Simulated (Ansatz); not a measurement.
MgH2:
```cif
data_H4Mg2
_chemical_formula_sum 'Mg2 H4'
_space_group_name_H-M_alt 'P42/mnm'
_space_group_IT_number 136
_space_group_name_Hall '-P 4n 2n'
_cell_length_a 4.47745
_cell_length_b 4.47745
_cell_length_c 3.00762
_cell_angle_alpha 90.000
_cell_angle_beta 90.000
_cell_angle_gamma 90.000
loop_
_atom_site_label
_atom_site_type_symbol
_atom_site_symmetry_multiplicity
_atom_site_Wyckoff_symbol
_atom_site_fract_x
_atom_site_fract_y
_atom_site_fract_z
_atom_site_occupancy
Mg1 Mg 2 a 0.00000 0.00000 0.00000 1
H1 H 4 f 0.30442 0.30442 0.00000 1
```

Relaxed at zero pressure with PBEsol in the plane-wave PAW code Ansatz.

Task: The volume is lowered by 9 % and shape and atoms relax at that volume. What pressure results, and how do the axes share the change?

Result: 5.5 GPa; a -3.8 %, b -3.8 %, c -1.8 %; the energy rises by 14 meV/atom.

Task: Give the new structure.

Result: 
Space group P4₂/mnm (No. 136); a = b = 4.309 Å, c = 2.955 Å, α = β = γ = 90.00°

| atom | site | symmetry | x | y | z |
|---|---|---|---|---|---|
| Mg | 2a | m.mm | 0.0000 | 0.0000 | 0.0000 |
| H | 4f | m.2m | 0.3048 | 0.3048 | 0.0000 |

The phase is kept; no other phase was compared at this pressure.

Space group P4_2/mnm (rutile). The PBEsol relaxation kept the symmetry of its start; of distortions, only those at the zone centre were tested.

Potentials: the later of the program's two PAW sets.
